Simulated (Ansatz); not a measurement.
Ansatz input

```yaml
crystal:
  lattice:
    - [-1.9122036356, 1.9122036356, 1.9122036356]
    - [1.9122036356, -1.9122036356, 1.9122036356]
    - [1.9122036356, 1.9122036356, -1.9122036356]
  atoms:
    - { symbol: Lu, position: [0.0, 0.0, 0.0] }
hamiltonian:
  xc: pbesol
  pseudopotentials:
    kind: paw
    azcp:
      Lu: "pseudopotentials/Lu.paw.azcp"
basis:
  ecutwfc: 420
  fft_grid_basis: typed
kpoints:
  mp_grid: { grid: [19, 19, 19], shift: [0, 0, 0] }
magnetization:
  spin_polarized: false
scf:
  occupations: { method: fermi_dirac, width: 0.1 }
```

Output

```
Warning: the record states the generating functional pbe (its physics header spells it `PBE`), which answers neither for hamiltonian.xc's functional nor for the pbesol family's — results may be inconsistent (PPs are generated against a specific XC)
Engine: ansatz 0.2.0, aarch64-unknown-linux-gnu
Pseudopotentials: kind: paw
Pseudopotential: Lu, paw, valence charge 25, recommended cutoff 420 eV (normal) 
Functional definition: PBEsol
  exchange = pbesol_x
  correlation = pbesol_c
Crystal: 1 atoms, lattice volume = 27.968 Å³
Basis set: ecut = 420 eV, 555 PW (Γ)
Bands: 17, of which v1, the nominal top of the filled ones, is band 13 counted from 1 (12 counted from 0)
Symmetry: 48 space group operations
Space group: Im-3m (ITA 229), of the structure as read, at distance tolerance 3.0e-5 Å
k-points: 220 of 6859
Non-local potential: Lu, projectors of the file, l = 0: 3, l = 1: 2, l = 2: 2, l = 3: 3
PAW form: soft (Blöchl's): semilocal exchange-correlation on the pseudo side does not see the compensation charge
PAW frozen core: Lu, regenerated for the run's functional, and the local potential with it (the file was generated under x = pbe(κ = 0.804, μ = 0.2195149727645171), c = pbe(β = 0.06672455060314922))
PAW one-centre angular grid: Lu, 590 points (default); XC on 64 Gauss nodes
Initial density: superposition of atomic densities (neutral atoms: chi_scale 0, normalization atom), corrected by the library's trained network
Initial wavefunctions: pseudopotential atomic-orbital guess
Functional: x = pbesol(κ = 0.804, μ = 0.12345679012345678), c = pbesol(β = 0.046)
SCF iter   1: F=—  HF=-14611.369840 eV  |F-HF|=—  |Δ(HF+E_count)|=         —  Δρ=1.25e-3  dr2=2.26e-4  ethr=1.77e-3  ⟨swp⟩=5.2  Hψ=20907  notcnv=0
SCF iter   2: F=—  HF=-14611.367090 eV  |F-HF|=—  |Δ(HF+E_count)|=   2.75e-3  Δρ=1.36e-3  dr2=4.17e-4  ethr=9.03e-7  ⟨swp⟩=4.9  Hψ=14411  notcnv=0
SCF iter   3: F=—  HF=-14611.366387 eV  |F-HF|=—  |Δ(HF+E_count)|=   7.03e-4  Δρ=5.84e-4  dr2=6.74e-5  ethr=9.03e-7  ⟨swp⟩=3.1  Hψ=7864  notcnv=0
SCF iter   4: F=—  HF=-14611.366321 eV  |F-HF|=—  |Δ(HF+E_count)|=   6.57e-5  Δρ=2.06e-4  dr2=5.02e-6  ethr=2.70e-7  ⟨swp⟩=3.5  Hψ=8842  notcnv=0
SCF iter   5: F=—  HF=-14611.366322 eV  |F-HF|=—  |Δ(HF+E_count)|=   8.91e-7  Δρ=2.69e-5  dr2=1.42e-7  ethr=2.01e-8  ⟨swp⟩=2.3  Hψ=6994  notcnv=0
SCF iter   6: F=-14611.366321 eV  HF=-14611.366321 eV  |F-HF|=7.10e-8  |Δ(HF+E_count)|=   8.63e-7  Δρ=9.69e-6  dr2=1.43e-8  ethr=4.00e-10  ⟨swp⟩=4.7  Hψ=13333  notcnv=0
SCF 1 converged in 6 iterations: F = -14611.366321 eV  dr2 = 1.43e-8
SCF converged after 6 iterations
Free energy (F): -14611.366321 eV
Harris-Foulkes:  -14611.366321 eV  (|F-HF|=7.10e-8)
Internal energy: -14611.297260 eV  (E = F + TS)
E sigma→0 (E₀):  -14611.331791 eV
Entropy (-TS):   -0.069062 eV (-69.062 meV/atom)
Fermi energy:    14.363317 eV
--- Per-component energies (eV) ---
  E_band       = 9.958538
  E_kinetic    = 419.040801
  E_local      = -6637.243336  (includes V_loc(G=0)·N_el)
  E_nonlocal   = 582.547637
  E_hartree    = 2777.135163
  E_xc         = -216.146771
  E_vxc        = -257.050269  (∫ρ·V_xc dr)
  E_paw        = -7255.813695  (= ΣΔE_a)
  E_vpaw       = 348.394065  (= ΣTr[D̂ρ^β])
  E_aug_tail   = 0.000031  (compensation charges beyond the density's cutoff)
  E_ewald      = -4282.009257
  E_core_change = 1.192168  (= ΣΔE_core)
  E_smearing   = -0.069062  (= −TS)
  E_closure    = 0.000000  (closes the sum)
  Σ components = -14611.366321   (vs F -14611.366321, Δ=0.00e0)
```
